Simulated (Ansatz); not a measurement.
Ge2Sb2Te5: how the energy converges with the cutoff

Ge2Sb2Te5, P1, a = 7.417 Å, b = 7.480 Å, c = 9.669 Å, α, β, γ = 130.0°, 130.2°, 49.0°. Ansatz: PBE, PAW, cutoff varied, Γ-centred 6×6×4 mesh on 9 atoms, Gaussian smearing 0.01 eV; no spin polarisation. Single points at one geometry with displaced atoms, the cutoff alone changed; ΔE is the energy at zero smearing over the run at 600 eV. The runs up to 350 eV lie under the cutoff recommended for these PAW datasets.

```
cutoff (eV)  ΔE (meV/atom)
        200        8390.23
        250         994.94
        300          83.21
        350           5.01
        420              ?
```

**Question.** Assume ΔE falls exponentially with the cutoff, fit y = ln ΔE against x, the cutoff in eV, to the other rows, and predict the missing value.

**Answer.** y = 9.035, 6.903, 4.421, 1.611. Means x = 275.0, y = 5.4925; Σ(Δx)² = 12500, ΣΔxΔy = -618.9; the slope is their ratio. y = 19.11 − 0.04951 x, a factor of ten per 47 eV. At 420 eV this gives ΔE = 0.19 meV/atom. The run gave 1.13, a ratio of 0.17. Between neighbouring rows the decay runs from a factor of ten per 41 eV to one per 108 eV, so one exponential is only a rough guide. The fast fall gives way to a slow tail, so a fit to low cutoffs promises convergence too early.

Cost: 6 runs of about 23 core-minutes in all, on Intel Xeon Processor @ 2.50GHz (Skylake/Cascade Lake) (shared hosts).